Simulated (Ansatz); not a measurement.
input.yaml

```yaml
crystal:
  lattice:
    - [3.6560466349, 0.0, 0.0]
    - [-1.8280233175, 3.1662292633, 0.0]
    - [0.0, 0.0, 5.5024475035]
  atoms:
    - { symbol: Mn, position: [0.0, 0.0, 0.0], spin: 3.14 }
    - { symbol: Mn, position: [0.0, 0.0, 0.5], spin: 3.14 }
    - { symbol: As, position: [0.3333333333, 0.6666666667, 0.25], spin: -0.12 }
    - { symbol: As, position: [0.6666666667, 0.3333333333, 0.75], spin: -0.12 }
basis:
  ecutwfc: 420
kpoints:
  mp_grid: { grid: [12, 12, 8] }
  band_path:
    path:
      - [[0.0, 0.0, 0.0], [0.5, 0.0, 0.0], [0.33333333, 0.33333333, 0.0], [0.0, 0.0, 0.0], [0.0, 0.0, 0.5], [0.5, 0.0, 0.5], [0.33333333, 0.33333333, 0.5], [0.0, 0.0, 0.5]]
      - [[0.5, 0.0, 0.5], [0.5, 0.0, 0.0]]
      - [[0.33333333, 0.33333333, 0.5], [0.33333333, 0.33333333, 0.0]]
    npoints: 14
hamiltonian:
  xc: lda
scf:
  occupations: { method: gaussian, width: 0.1 }
  n_extra_bands: 10
output:
  forces: true
  stress: true
  eigenvalues: true
  populations: true
  dos: { projected: true, de: 0.02, nscf_kmesh: { grid: [18, 18, 12] } }
  bader: true
  write_density: true
  write_potential: true
  elf: true
  volumetric_format: npy
magnetization:
  spin_polarized: true
```

Command:
```bash
ansatz run input.yaml --threads 1 --pin off --max-ram 2560MiB --backend cpu --events-out ev --progress --plain --runs-dir out
```

These are results of DFT LDA, scalar-relativistic, plane waves, PAW in Ansatz 0.2.0, not measurements.

Part of what the program printed, abridged (iterations and final results):

```
SCF iter   1: F=—  HF=-17226.737180 eV  |F-HF|=—  |Δ(HF+E_count)|=         —  Δρ=2.93e-2 (↑2.93e-2 ↓2.03e-2) dr2=5.32e-1  dr2_m=2.27e-1  M=5.245 μB ∫|m|=5.703 μB  β_m=0.30  ethr=8.76e-4  ⟨swp⟩=1.0  Hψ=33613  notcnv=0
Mixer restart at iter 1: flushing history
spin=Collinear: Kerker preconditioning applied to the charge; magnetization (m = ρ↑ − ρ↓) channel mixes plain (no charge-response kernel on spin).
SCF iter   2: F=—  HF=-17228.128525 eV  |F-HF|=—  |Δ(HF+E_count)|=    1.39e0  Δρ=1.51e-2 (↑1.36e-2 ↓1.51e-2) dr2=3.98e-1  dr2_m=4.96e-2  M=5.394 μB ∫|m|=5.897 μB  β_m=0.44  ethr=8.76e-4  ⟨swp⟩=2.0  Hψ=9424  notcnv=0
SCF iter   3: F=—  HF=-17229.590916 eV  |F-HF|=—  |Δ(HF+E_count)|=    1.46e0  Δρ=1.06e-2 (↑9.72e-3 ↓1.06e-2) dr2=3.21e-1  dr2_m=1.33e-2  M=5.411 μB ∫|m|=5.942 μB  β_m=0.72  ethr=6.63e-4  ⟨swp⟩=2.0  Hψ=9452  notcnv=0
SCF iter   4: F=—  HF=-17230.326633 eV  |F-HF|=—  |Δ(HF+E_count)|=   7.36e-1  Δρ=4.26e-3 (↑4.26e-3 ↓3.27e-3) dr2=2.41e-2  dr2_m=4.38e-3  M=5.289 μB ∫|m|=5.826 μB  β_m=0.86  ethr=5.35e-4  ⟨swp⟩=2.7  Hψ=12836  notcnv=0  defer=251
SCF iter   5: F=—  HF=-17230.326669 eV  |F-HF|=—  |Δ(HF+E_count)|=   3.55e-5  Δρ=6.10e-3 (↑6.10e-3 ↓2.34e-3) dr2=3.47e-2  dr2_m=2.29e-3  M=5.269 μB ∫|m|=5.795 μB  β_m=0.86  ethr=4.02e-5  ⟨swp⟩=2.1  Hψ=11949  notcnv=0  defer=542
SCF iter   6: F=—  HF=-17230.333103 eV  |F-HF|=—  |Δ(HF+E_count)|=   6.43e-3  Δρ=1.20e-3 (↑1.20e-3 ↓7.61e-4) dr2=2.19e-3  dr2_m=4.35e-5  M=5.310 μB ∫|m|=5.845 μB  β_m=0.93  ethr=4.02e-5  ⟨swp⟩=3.0  Hψ=14204  notcnv=0  defer=557
SCF iter   7: F=—  HF=-17230.334007 eV  |F-HF|=—  |Δ(HF+E_count)|=   9.04e-4  Δρ=4.43e-4 (↑4.43e-4 ↓3.35e-4) dr2=2.52e-4  dr2_m=4.49e-5  M=5.329 μB ∫|m|=5.866 μB  β_m=0.90  ethr=3.65e-6  ⟨swp⟩=2.0  Hψ=12461  notcnv=0  defer=562
SCF iter   8: F=—  HF=-17230.333911 eV  |F-HF|=—  |Δ(HF+E_count)|=   9.66e-5  Δρ=1.36e-4 (↑1.36e-4 ↓1.27e-4) dr2=4.92e-5  dr2_m=2.78e-7  M=5.326 μB ∫|m|=5.863 μB  β_m=0.93  ethr=4.20e-7  ⟨swp⟩=2.0  Hψ=11849  notcnv=0  defer=562
SCF iter   9: F=—  HF=-17230.333899 eV  |F-HF|=—  |Δ(HF+E_count)|=   1.21e-5  Δρ=1.26e-4 (↑1.26e-4 ↓8.45e-5) dr2=2.74e-5  dr2_m=3.14e-7  M=5.328 μB ∫|m|=5.866 μB  β_m=0.89  ethr=8.21e-8  ⟨swp⟩=2.1  Hψ=12517  notcnv=0  defer=562
SCF iter  10: F=—  HF=-17230.333903 eV  |F-HF|=—  |Δ(HF+E_count)|=   4.30e-6  Δρ=5.99e-5 (↑5.99e-5 ↓5.45e-5) dr2=8.50e-6  dr2_m=7.91e-9  M=5.327 μB ∫|m|=5.865 μB  β_m=0.95  ethr=4.56e-8  ⟨swp⟩=1.9  Hψ=8364  notcnv=0  defer=562
SCF iter  11: F=—  HF=-17230.333903 eV  |F-HF|=—  |Δ(HF+E_count)|=   3.72e-7  Δρ=4.69e-6 (↑4.51e-6 ↓4.69e-6) dr2=4.99e-8  dr2_m=1.97e-10  M=5.326 μB ∫|m|=5.864 μB  β_m=0.96  ethr=1.42e-8  ⟨swp⟩=2.0  Hψ=9166  notcnv=0  defer=562
SCF iter  12: F=-17230.333903 eV  HF=-17230.333903 eV  |F-HF|=5.49e-9  |Δ(HF+E_count)|=   2.20e-8  Δρ=1.80e-6 (↑9.72e-7 ↓1.80e-6) dr2=6.36e-9  dr2_m=1.61e-10  M=5.326 μB ∫|m|=5.863 μB  ethr=8.32e-11  ⟨swp⟩=9.4  Hψ=46922  notcnv=0
SCF 1 converged in 12 iterations: F = -17230.333903 eV  dr2 = 6.36e-9
SCF converged after 12 iterations
Magnetization: 5.3256 μB (32.6628 up, 27.3372 down)
Absolute magnetization: 5.8593 μB (∫|ρ↑−ρ↓|, with the PAW one-centre terms)
Spin contamination: 0.1535 ħ² per cell (⟨S²⟩ above its minimum at these occupations)
Per-site moments (μB) at R_I (Å): [(2.63933485, 1.03929266), (2.63933485, 1.03929266), (-0.08843695, 1.03929266), (-0.08843695, 1.03929266)]
Free energy (F): -17230.333903 eV
Harris-Foulkes:  -17230.333903 eV  (|F-HF|=5.49e-9)
Internal energy: -17230.320042 eV  (E = F + TS)
E sigma→0 (E₀):  -17230.326973 eV
Entropy (-TS):   -0.013861 eV (-3.465 meV/atom)
Fermi energy:    13.910936 eV
--- Per-component energies (eV) ---
  E_band       = -870.716237
  E_kinetic    = 820.084884
  E_local      = -6923.898138  (includes V_loc(G=0)·N_el)
  E_nonlocal   = -831.577688
  E_hartree    = 3334.391504
  E_xc         = -384.066344
  E_vxc        = -450.291619  (∫ρ·V_xc dr)
  E_paw        = -5998.386489  (= ΣΔE_a)
  E_vpaw       = -153.820230  (= ΣTr[D̂ρ^β])
  E_aug_tail   = -0.000004  (compensation charges beyond the density's cutoff)
  E_ewald      = -7251.786133
  E_core_change = 4.918366  (= ΣΔE_core)
  E_smearing   = -0.013861  (= −TS)
--- Forces (eV/Å), atoms counted from 1 ---
  atom   1  Mn     0.00000000     0.00000000     0.00000000
  atom   2  Mn     0.00000000     0.00000000     0.00000000
  atom   3  As     0.00000000     0.00000000     0.00000000
  atom   4  As     0.00000000     0.00000000     0.00000000
--- Stress (GPa, compression-positive) ---
      -11.073178       0.000000       0.000000
        0.000000     -11.073178       0.000000
        0.000000       0.000000     -12.327165
  P = ⅓ Tr σ = -11.4912 GPa (-114.912 kbar)
--- Band table (eV; the first three rows and the last of 190) ---
  k-point 0 ↑: bands = ["-66.0092", "-65.9947", "-35.1966", "-35.1966", "-35.1818", "-35.1818", "-35.0666", "-34.9196", "-21.9397", "-21.9397", "-21.9312", "-21.9312", "-21.9269", "-21.9257", "-21.9212", "-21.9212", "-21.9193", "-21.9193", "0.3479", "3.1779", "7.2984", "9.7124", "9.7124", "10.6378", "11.2831", "11.2831", "11.5588", "11.5588", "12.5657", "12.5657", "14.1093", "14.5248", "14.5248", "15.6880", "17.1962", "17.1962", "17.8109", "19.7122", "20.9499", "20.9499"]
  k-point 1 ↑: bands = ["-66.0087", "-65.9953", "-35.1961", "-35.1961", "-35.1824", "-35.1824", "-35.0610", "-34.9252", "-21.9394", "-21.9394", "-21.9315", "-21.9315", "-21.9268", "-21.9258", "-21.9211", "-21.9211", "-21.9194", "-21.9194", "0.4156", "2.9677", "7.5963", "9.7632", "9.7632", "10.6658", "11.3159", "11.3159", "11.4620", "11.4620", "12.4477", "12.4477", "13.9858", "14.7315", "14.7315", "15.2779", "17.1445", "17.1445", "17.9709", "20.0442", "20.9620", "20.9620"]
  k-point 2 ↑: bands = ["-66.0071", "-65.9968", "-35.1945", "-35.1945", "-35.1840", "-35.1840", "-35.0452", "-34.9412", "-21.9385", "-21.9385", "-21.9325", "-21.9325", "-21.9267", "-21.9259", "-21.9209", "-21.9209", "-21.9196", "-21.9196", "0.6166", "2.4782", "8.3354", "9.9133", "9.9133", "10.7089", "11.1962", "11.1962", "11.4114", "11.4114", "12.2126", "12.2126", "13.6866", "14.4094", "15.2080", "15.2080", "16.9825", "16.9825", "18.4049", "20.5582", "21.0220", "21.0220"]
  k-point 94 ↓: bands = ["-63.1935", "-63.1935", "-32.4137", "-32.4137", "-32.4127", "-32.4127", "-32.3763", "-32.3763", "-21.9545", "-21.9545", "-21.9539", "-21.9539", "-21.9441", "-21.9441", "-21.9389", "-21.9389", "-21.9384", "-21.9384", "3.0223", "3.0223", "8.7885", "8.7885", "9.4389", "9.4389", "11.6292", "11.6292", "14.0865", "14.0865", "14.2257", "14.2257", "14.9754", "14.9754", "15.1949", "15.1949", "18.2025", "18.2025", "20.5152", "20.5152", "22.0330", "22.0330"]
--- Löwdin populations: 4 sites ---
  site symbol q [e]    m [muB]
     0     Mn     14.4185     2.8187
     1     Mn     14.4185     2.8187
     2     As     15.4281    -0.1569
     3     As     15.4281    -0.1569
  spilling = 0.005114 (of n_electrons = 60.000000)
--- Bader charges: 4 sites ---
  site symbol charge [e]  shift [e]    m [muB]
     0     Mn      0.5590     0.0022     2.7609
     1     Mn      0.5590     0.0022     2.7609
     2     As     -0.5590     0.0022    -0.0981
     3     As     -0.5590     0.0022    -0.0981
  estimated error of the sums over rays = 3.6e-4 e
```

Self-consistency was reached.

It took 3.4 min on 1 thread of Arm Neoverse N1 (shared host), peak memory 0.75 GiB.

Only parallel moments were tried here.